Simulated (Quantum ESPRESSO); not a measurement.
# IrZr6Mo: input and log of a self-consistent run

Simulated, not a measurement. The program is pw.x of Quantum ESPRESSO 7.5 (plane-wave density functional theory). The cell is made up: eight metal atoms on a face-centred cubic lattice, with elements, volume, strain and displacements drawn at random and not relaxed, so it may be unstable or far from any real phase. PseudoDojo standard norm-conserving files set the functional (PBE unless stated); there is no spin polarisation or spin-orbit coupling, the Fermi-Dirac width of 0.25 eV means electrons at about 2900 K, and the masses in the input are unused placeholders. Heavy elements are run without spin-orbit coupling, which real alloys of them have. A spin test at this wide smearing found no moment, but such smearing suppresses magnetism that the real alloy may have.

Input:

```
&control calculation='scf', pseudo_dir='./dojo.nc.sr.pbe.v0_5.standard.upf', outdir='./o', disk_io='minimal', tprnfor=.true., tstress=.true. /
&system ibrav=0, nat=8, ntyp=3, nbnd=70, ecutwfc=79.96652505, nosym=.true., tot_charge=0,
 occupations='smearing', smearing='fd', degauss=0.0183746611
/
&electrons conv_thr=1.470e-08, electron_maxstep=70, mixing_beta=0.5 /
ATOMIC_SPECIES
Ir 1.0 Ir.upf
Mo 1.0 Mo.upf
Zr 1.0 Zr.upf
CELL_PARAMETERS angstrom
0.0 -2.2452 -2.2452
-4.4903 2.2452 -2.2452
6.7355 6.7355 -4.4903
ATOMIC_POSITIONS angstrom
Ir -0.0418 -0.0182 -0.0523
Zr -0.0135 2.1597 -2.1259
Zr 0.0444 4.4157 -4.5052
Zr 4.3946 4.4321 -4.4591
Mo -2.2199 0.016 -2.2793
Zr -2.1791 2.3118 -4.4021
Zr 2.2081 2.3902 -4.4184
Zr 2.3001 4.4314 -6.6593
K_POINTS automatic
7 4 3 1 1 1
```

The log is shortened where brackets say so; the opening notice, blank lines, dates and the lines on written files are dropped, and the path of the files is cut. It prints rydbergs, bohrs and kilobars, and counts compression as positive stress. Its total energy is the free energy E - TS of the whole cell.

```
     Program PWSCF v.7.5
     Parallel version (MPI & OpenMP), running on       4 processor cores
     Number of MPI processes:                 4
     Threads/MPI process:                     1
     [start-up lines left out]
     bravais-lattice index     =            0
     lattice parameter (alat)  =       6.0002  a.u.
     unit-cell volume          =    1221.9921 (a.u.)^3
     number of atoms/cell      =            8
     number of atomic types    =            3
     number of electrons       =       103.00
     number of Kohn-Sham states=           70
     kinetic-energy cutoff     =      79.9665  Ry
     charge density cutoff     =     319.8661  Ry
     scf convergence threshold =      1.5E-08
     mixing beta               =       0.5000
     number of iterations used =            8  plain     mixing
     Exchange-correlation= PBE
                           (   1   4   3   4   0   0   0)
     [axes and pseudopotential details left out]
   Cartesian axes
     site n.     atom                  positions (alat units)
         1        Ir     tau(   1) = (  -0.0131646  -0.0057319  -0.0164714  )
         2        Zr     tau(   2) = (  -0.0042517   0.6801793  -0.6695343  )
         3        Zr     tau(   3) = (   0.0139834   1.3906874  -1.4188747  )
         4        Zr     tau(   4) = (   1.3840422   1.3958525  -1.4043559  )
         5        Mo     tau(   5) = (  -0.6991388   0.0050391  -0.7178463  )
         6        Zr     tau(   6) = (  -0.6862891   0.7280819  -1.3864042  )
         7        Zr     tau(   7) = (   0.6954224   0.7527733  -1.3915378  )
         8        Zr     tau(   8) = (   0.7243971   1.3956320  -2.0972903  )
     number of k points=    42  Fermi-Dirac smearing, width (Ry)=  0.0184
                       cart. coord. in units 2pi/alat
        k(    1) = (  -0.0194661   0.0184151  -0.1194303), wk =   0.0476190
        k(    2) = (  -0.1373208  -0.0994371  -0.0015782), wk =   0.0476190
     [further k points left out]
     Dense  grid:   117997 G-vectors     FFT dimensions: (  36,  60, 120)
     Estimated max dynamical RAM per process >     373.22 MB
     Estimated total dynamical RAM >       1.37 GB
     Initial potential from superposition of free atoms
     starting charge     102.9842, renormalised to     103.0000
     Starting wfcs are   80 randomized atomic wfcs
     total cpu time spent up to now is        6.9 secs
     per-process dynamical memory:   287.1 Mb
     Self-consistent Calculation
     iteration #  1     ecut=    79.97 Ry     beta= 0.50
     Davidson diagonalization with overlap
     ethr =  1.00E-02,  avg # of iterations =  2.6
     total cpu time spent up to now is       20.4 secs
     total energy              =    -973.28796560 Ry
     estimated scf accuracy    <       7.36468526 Ry
     iteration #  2     ecut=    79.97 Ry     beta= 0.50
     Davidson diagonalization with overlap
     ethr =  7.15E-03,  avg # of iterations =  5.2
     total cpu time spent up to now is       38.2 secs
     total energy              =    -971.58753209 Ry
     estimated scf accuracy    <     180.16462312 Ry
     iteration #  3     ecut=    79.97 Ry     beta= 0.50
     Davidson diagonalization with overlap
     ethr =  7.15E-03,  avg # of iterations =  4.9
     total cpu time spent up to now is       55.1 secs
     total energy              =    -977.55363341 Ry
     estimated scf accuracy    <      17.70585941 Ry
     iteration #  4     ecut=    79.97 Ry     beta= 0.50
     Davidson diagonalization with overlap
     ethr =  7.15E-03,  avg # of iterations =  1.3
     total cpu time spent up to now is       68.6 secs
     total energy              =    -978.16558611 Ry
     estimated scf accuracy    <       9.79902186 Ry
     iteration #  5     ecut=    79.97 Ry     beta= 0.50
     Davidson diagonalization with overlap
     ethr =  7.15E-03,  avg # of iterations =  1.0
     total cpu time spent up to now is       79.1 secs
     total energy              =    -978.08516707 Ry
     estimated scf accuracy    <       4.20124120 Ry
     [iterations 6 to 17 left out]
     iteration # 18     ecut=    79.97 Ry     beta= 0.50
     Davidson diagonalization with overlap
     ethr =  3.15E-09,  avg # of iterations =  2.6
     total cpu time spent up to now is      262.5 secs
     total energy              =    -978.26548268 Ry
     estimated scf accuracy    <       0.00000200 Ry
     iteration # 19     ecut=    79.97 Ry     beta= 0.50
     Davidson diagonalization with overlap
     ethr =  1.94E-09,  avg # of iterations =  1.3
     total cpu time spent up to now is      275.2 secs
     total energy              =    -978.26548284 Ry
     estimated scf accuracy    <       0.00000003 Ry
     iteration # 20     ecut=    79.97 Ry     beta= 0.50
     Davidson diagonalization with overlap
     ethr =  3.01E-11,  avg # of iterations =  6.3
     total cpu time spent up to now is      296.6 secs
     total energy              =    -978.26548285 Ry
     estimated scf accuracy    <       0.00000005 Ry
     iteration # 21     ecut=    79.97 Ry     beta= 0.50
     Davidson diagonalization with overlap
     ethr =  3.01E-11,  avg # of iterations =  2.1
     total cpu time spent up to now is      311.2 secs
     total energy              =    -978.26548285 Ry
     estimated scf accuracy    <       0.00000023 Ry
     iteration # 22     ecut=    79.97 Ry     beta= 0.50
     Davidson diagonalization with overlap
     ethr =  3.01E-11,  avg # of iterations =  1.2
     total cpu time spent up to now is      324.1 secs
     End of self-consistent calculation
     [lines on levels left out]
!    total energy              =    -978.26548285 Ry
     estimated scf accuracy    <          6.3E-09 Ry
     smearing contrib. (-TS)   =      -0.17427515 Ry
     internal energy E=F+TS    =    -978.09120770 Ry
     The total energy is F=E-TS. E is the sum of the following terms:
     one-electron contribution =    -240.02432713 Ry
     hartree contribution      =     160.91324688 Ry
     xc contribution           =    -184.00003645 Ry
     ewald contribution        =    -714.98009101 Ry
     convergence has been achieved in  22 iterations
     Forces acting on atoms (cartesian axes, Ry/au):
     atom    1 type  1   force =    -0.00217385    0.00197209   -0.00316852
     atom    2 type  3   force =    -0.02207982   -0.01279616    0.02932411
     atom    3 type  3   force =    -0.01639692    0.02486766    0.00613569
     atom    4 type  3   force =     0.07014625    0.04028408   -0.02174180
     atom    5 type  2   force =    -0.00451362   -0.00658884    0.00493275
     atom    6 type  3   force =    -0.03706278   -0.04493006    0.02594720
     atom    7 type  3   force =     0.00277676   -0.04391464    0.01452786
     atom    8 type  3   force =     0.00930398    0.04110587   -0.05595729
     Total force =     0.143803     Total SCF correction =     0.000242
     Computing stress (Cartesian axis) and pressure
          total   stress  (Ry/bohr**3)                   (kbar)     P=      -74.91
  -0.00047862  -0.00010900   0.00012063          -70.41      -16.03       17.74
  -0.00010900  -0.00049316   0.00010996          -16.03      -72.55       16.18
   0.00012063   0.00010996  -0.00055595           17.74       16.18      -81.78
     init_run     :      6.34s CPU      6.74s WALL (       1 calls)
     electrons    :    306.85s CPU    317.22s WALL (       1 calls)
     forces       :      2.42s CPU      2.48s WALL (       1 calls)
     stress       :      8.72s CPU      8.73s WALL (       1 calls)
     [timing details left out]
     PWSCF        :   5m24.52s CPU   5m35.47s WALL
     JOB DONE.
```

In other units: free energy -13309.980 eV for the cell, pressure -7.49 GPa, largest force component 1.804 eV/Å in size. The run took 338 s of wall time with four MPI processes on a shared machine (AMD EPYC, older, virtual cores), so the time is rough. A rerun of this cell at a higher cutoff and on a denser mesh moved values by no more than 0.002 eV in energy, 0.04 GPa in stress and 0.006 eV/Å in force, and a second program with other atomic files agreed on that cell to 2 % rms in force and 0.5 GPa in pressure.